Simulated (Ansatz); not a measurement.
CaPb3 (Cu3Au type, Pm-3m), PBE (plane waves, PAW; program Ansatz), all energies at zero smearing, with the estimated change up to a 700 eV cutoff added, with one set of potentials and settings (totals compare only within such a set). Cell of 4 atoms (1 Ca, 3 Pb): -37537.418 eV.

```tsv
element	reference phase	E (eV/atom)
Ca	Fm-3m, 1 atoms in the cell	-1816.8597
Pb	Fm-3m, 1 atoms in the cell	-11906.4191
```

Formation energy per atom, worked out: (-37537.418 − 1×(-1816.8597) − 3×(-11906.4191))/4 = -0.325 eV/atom (-31 kJ per mol of atoms), at 0 K, without zero-point energy or fitted corrections.

The workflow started from an entry of the Crystallography Open Database (COD). Its standing as an ambient phase is unchecked. The PBE relaxation kept the symmetry of its start; its stability against distortions is not shown here. The references are the lowest solids computed at this level, not always the standard phases. Scalar-relativistic: spin–orbit coupling is off unless named, which matters more the heavier the elements.

Potentials: the later of the program's two PAW sets.
